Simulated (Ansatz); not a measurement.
Question: Each is relaxed and computed with r²SCAN in the plane-wave PAW code Ansatz. Which is the only metal?
(A) CuO, Pmmn (Cu on 2a, O on 2b)
(B) Cu3Ge, Pmmn (Cu on 2b, Cu on 4e, Ge on 2a)
(C) CuI, P6_422 (Cu on 3c, I on 3d)
(D) SiGeC2, P-4m2 (Si on 1a, C on 2g, Ge on 1c)

Answer: B, Cu3Ge, Pmmn (Cu on 2b, Cu on 4e, Ge on 2a). Cu3Ge: metal; CuO: gap 0.45 eV (indirect); CuI: gap 1.13 eV (indirect); SiGeC2: gap 1.80 eV (indirect). Spin orders computed, not proven ground states: CuO, Pmmn (Cu on 2a, O on 2b) antiferromagnetic. Typed or built starts, not in the databases checked: CuO, Pmmn (Cu on 2a, O on 2b); CuI, P6_422 (Cu on 3c, I on 3d); SiGeC2, P-4m2 (Si on 1a, C on 2g, Ge on 1c). Not the usual ambient phase: CuO, Pmmn (Cu on 2a, O on 2b); CuI, P6_422 (Cu on 3c, I on 3d). Standing as an ambient phase not checked: Cu3Ge, Pmmn (Cu on 2b, Cu on 4e, Ge on 2a). Began spin-polarised and lost the moments: CuI, P6_422 (Cu on 3c, I on 3d). All cells were relaxed under the symmetry of their starts (and spin orders); stability against distortions was not tested throughout. Cells of antiferromagnets are given as chemical subcells. Rows with no word on spin ran without spin polarisation. No Hubbard U is applied. Scalar-relativistic: spin–orbit coupling is off unless named, which matters more the heavier the elements.

Potentials: the earlier of the program's two PAW sets.
